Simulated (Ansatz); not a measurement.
LaSiPt3 in space group P4mm (No. 99; La on 1b, Si on 1a, Pt on 2c, Pt on 1a), the program Ansatz at the PBE level (PAW), all energies at zero smearing, with the estimated change up to a 700 eV cutoff added, with one set of potentials and settings (totals compare only within such a set). Cell of 5 atoms (1 La, 1 Si, 3 Pt): -44460.381 eV.

| element | reference phase | E (eV/atom) |
|---|---|---|
| La | P6_3/mmc, 4 atoms in the cell | -6250.0953 |
| Si | Fd-3m, 2 atoms in the cell | -635.8096 |
| Pt | Fm-3m, 1 atoms in the cell | -12523.0127 |

Formation energy per atom, worked out: (-44460.381 − 1×(-6250.0953) − 1×(-635.8096) − 3×(-12523.0127))/5 = -1.088 eV/atom (-105 kJ per mol of atoms), at 0 K, without zero-point energy or fitted corrections.

The first step of the workflow began from a Materials Project structure, measured or hypothetical; the Crystallography Open Database copy checked does not list it. Its standing as an ambient phase is unchecked. The PBE relaxation kept the symmetry of its start; its stability against distortions is not shown here. No spin polarisation was allowed. The references are the lowest solids computed at this level, not always the standard phases. Spin–orbit coupling is left out wherever it is not named.

Potentials: the later of the program's two PAW sets.
